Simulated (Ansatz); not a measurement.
The elements of this relaxed crystal are hidden behind letters.

```
lattice vectors (Å)
  -1.6084    1.6084    3.9364
   1.6084   -1.6084    3.9364
   1.6084    1.6084   -3.9364
fractional positions
X 0.3351 0.3351 0.0000
X 0.6649 0.6649 0.0000
Z 0.0000 0.0000 0.0000
```

All numbers below come from DFT PBE, scalar-relativistic, plane waves, PAW (Ansatz 0.2.0). Plane waves to 420 eV, a 20×20×20 mesh through Γ for the 3-atom cell and 0.10 eV Gaussian smearing; no spin polarisation.

* Space group: I4/mmm (No. 139)
* Conventional cell: a = 3.217 Å, c = 7.873 Å
* Volume per atom: 13.58 Å³
* Density: 6.20 g/cm³
* Formation energy: −0.49 eV/atom
* Gap on the 20×20×20 mesh of the 3-atom cell: 0 eV (a metal)

Energies are uncorrected and count from the elements' standard states at the same level.

**Question.** X is a p-block element of period 3 and Z is a d-block element of period 5. Which elements are they?

**Answer.** X = Si, Z = Mo, so the formula is Si2Mo. Density times volume gives a mean mass of 6.20 × 13.58/1.6605 = 50.7 u per atom, and this set has 50.7 u. Around Si lie 5 Si at 2.60–2.64 Å, 5 Mo at 2.62–2.64 Å and 4 Si at 3.22 Å; Mo is surrounded by 10 Si at 2.62–2.64 Å and 4 Mo at 3.22 Å. Other sets within the hints have nearly the same mass, so mass alone doesn't settle it; this one was computed.

A structure relaxed within its symmetry needn't be a true minimum.
